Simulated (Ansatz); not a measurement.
Values for one crystal, relaxed and computed with the program Ansatz at the r²SCAN level (PAW); other levels are named.

- Volume per atom: 14.56 Å³
- Electronic character: metallic (no gap)
- Pressure derivative B′: 4.4
- Density of states at the Fermi level: 0.35 states/eV per atom (mean over ±0.08 eV)
- Bulk modulus (Birch–Murnaghan fit): 182 GPa
- Gap with spin–orbit coupling: none (metallic)
- Formation energy from the elements (no fitted shifts): -52 kJ/mol-atom

**Question.** Which of these materials gives this?
(A) SiC, rock salt
(B) NbSi2, P6_422 (Nb on 3c, Si on 6i)
(C) SrSi2Pd2, I4/mmm (Sr on 2a, Si on 4e, Pd on 4d)
(D) Lu2AlSi2, Immm (Lu on 4j, Al on 2a, Si on 4h)

**Answer.** B, NbSi2, P6_422 (Nb on 3c, Si on 6i)

The first step of the workflow began from a Materials Project structure, measured or hypothetical; the Crystallography Open Database files this formula in space group No. 181, but the cells were not matched. Whether it is the stable phase at ambient conditions was not checked. The cell was relaxed with r²SCAN under the symmetry of its start; whether a distortion lowers the energy is not shown. No spin polarisation was allowed. The references are the lowest solids computed at this level, not always the standard phases. Scalar-relativistic: spin–orbit coupling is off unless named, which matters more the heavier the elements.

Potentials: the later of the program's two PAW sets.
